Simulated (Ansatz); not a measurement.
Cs (bcc, W type), conventional cell a = b = c = 6.1570 Å, α = β = γ = 90.00°. The calculation uses the primitive cell of 1 atom, to which meshes and values per cell refer.

The volume is varied about the relaxed value V₀ at fixed cell shape. Symmetry pins the atoms to their sites.

The numbers are results of PBE (plane waves to 420 eV, PAW, scalar-relativistic; Ansatz, a program for electronic structure), not measurements. k mesh 11×11×11 (Γ-centred), Fermi-Dirac smearing 0.05 eV. E stands for the smeared free energy. Compression counts positive. Cs was relaxed with its symmetry unable to fall. ΔE is measured from the relaxed starting cell.

The scan covers V/V₀ from 0.900 to 1.100 in 11 points.

Question: What bulk modulus B₀ follows from a third-order Birch-Murnaghan fit?

Answer: 2.0 GPa.

Question: What is the fitted pressure derivative B₀′?

Answer: 3.5.

(A scan under strain: stresses follow from slopes of the energy per volume, elastic moduli from its curvatures.)
